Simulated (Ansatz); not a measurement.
Values for one crystal, relaxed and computed with PBE (plane waves, PAW; program Ansatz); other levels are named.

```yaml
volume_per_atom: 12.12 Å³
electronic_character: metallic (no gap)
Formation energy from the elements (no fitted shifts): -1.72 eV/atom
Bulk modulus (Birch–Murnaghan fit): 249 GPa
Pressure derivative B′: 4.3
Density of states at the Fermi level: 0.34 states/eV per atom (mean over ±0.08 eV)
```

Q: Which of these materials gives this?
A. GaN, CsCl type
B. ZrN, rock salt
C. BP, CsCl type
D. FeO, rock salt

A: B, ZrN, rock salt

Space group Fm-3m (rock salt). Symmetry was held in the PBE relaxation. No spin polarisation was allowed. With an odd number of electrons in the cell and no spin polarisation, the count alone makes it a metal. The references are the lowest solids computed at this level, not always the standard phases (solids in place of the gases). Scalar-relativistic: spin–orbit coupling is off unless named, which matters more the heavier the elements.

Potentials: the later of the program's two PAW sets.
